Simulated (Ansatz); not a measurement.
## Convergence test, TePd₃

These are results of Ansatz 0.2.0, DFT r2SCAN, scalar-relativistic, plane waves, PAW, not measurements.

```
CELL_PARAMETERS angstrom
-2.29868 2.29868 3.26770
2.29868 -2.29868 3.26770
2.29868 2.29868 -3.26770
ATOMIC_POSITIONS crystal
Te 0.00000 0.00000 0.00000
Pd 0.75000 0.25000 0.50000
Pd 0.25000 0.75000 0.50000
Pd 0.50000 0.50000 0.00000
```

* plane-wave cutoff: 500 eV
* occupation rule: Gaussian smearing, 0.1 eV
* spin treatment: unpolarised

The atoms stay fixed while the k-point mesh is varied. ΔE is the energy extrapolated to zero smearing, less that of the reference run (14×14×14). The cell isn't necessarily relaxed at this level. The meshes are Γ-centred. Spin–orbit coupling is left out. Pressure is positive in compression.

One run gave ΔE = 1868 meV/atom and P = 28.30 GPa. Which k-point mesh did it use, of 1×1×1, 2×2×2, 4×4×4, 6×6×6, 8×8×8, 10×10×10?

1×1×1. All runs:

| mesh | ΔE (meV/atom) | P (GPa) | irreducible points |
| --- | --- | --- | --- |
| 1×1×1 | 1868 | 28.30 | 1 |
| 2×2×2 | -35.2 | -6.02 | 4 |
| 4×4×4 | 11.2 | -3.15 | 13 |
| 6×6×6 | -2.61 | -3.61 | 30 |
| 8×8×8 | 0.17 | -3.54 | 59 |
| 10×10×10 | 0.91 | -3.54 | 102 |
| 14×14×14 | 0.00 | -3.54 | 244 |